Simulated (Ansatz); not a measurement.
Relaxed-ion elastic tensor of MgZnO2 in space group P3m1 (No. 156; Mg on 1b, Zn on 1c, O on 1b, O on 1c) in GPa (Voigt order), PBEsol in the plane-wave PAW code Ansatz; density 4.27 g/cm³, 11.83 Å³ per atom.

|  | 1 | 2 | 3 | 4 | 5 | 6 |
|---|---|---|---|---|---|---|
| 1 | 198 | 112 | 98.5 | 1.1 | 0.0 | 0.0 |
| 2 | 112 | 198 | 98.5 | -1.1 | 0.0 | 0.0 |
| 3 | 98.5 | 98.5 | 169 | 0.0 | 0.0 | 0.0 |
| 4 | 1.1 | -1.1 | 0.0 | 43.1 | 0.0 | 0.0 |
| 5 | 0.0 | 0.0 | 0.0 | 0.0 | 43.1 | 1.1 |
| 6 | 0.0 | 0.0 | 0.0 | 0.0 | 1.1 | 42.8 |

Question: Is the crystal mechanically stable?

Answer: Yes: the smallest eigenvalue of C is 41.9 GPa.

Question: Work out the Voigt, Reuss and Hill averages.

Answer: K_V = 132, K_R = 130, K_H = 131; G_V = 42.9, G_R = 42.7, G_H = 42.8 GPa.

Question: Give Young's modulus, Poisson's ratio, Pugh's ratio and the universal anisotropy index.

Answer: E = 9KG/(3K + G) = 116 GPa; ν = 0.35; K/G = 3.05 (ductile by the Pugh limit of 1.75); A_U = 5G_V/G_R + K_V/K_R − 6 = 0.03.

Question: Estimate the sound speeds and the Debye temperature.

Answer: v_l = √((K + 4G/3)/ρ) = 6630 m/s, v_t = √(G/ρ) = 3170 m/s, mean 3560 m/s; Θ = (h/k)(3n/4πV)^(1/3) v_m = 465 K.

Question: How much does each axis shrink under pressure?

Answer: Linear compressibilities β_i = Σ_j S_ij (j = 1 to 3): x 2.1, y 2.1, z 3.4 per TPa.

The first step of the workflow began from a Materials Project structure, measured or hypothetical; the Crystallography Open Database copy checked does not list it. With Mg and Zn taken as one species the cell has the higher symmetry P6_3mc, so it may be an ordered model of a mixed-site phase. Whether it is the stable phase at ambient conditions was not checked. Symmetry was held in the PBEsol relaxation; of distortions, only those at the zone centre were tested.

Potentials: the later of the program's two PAW sets.
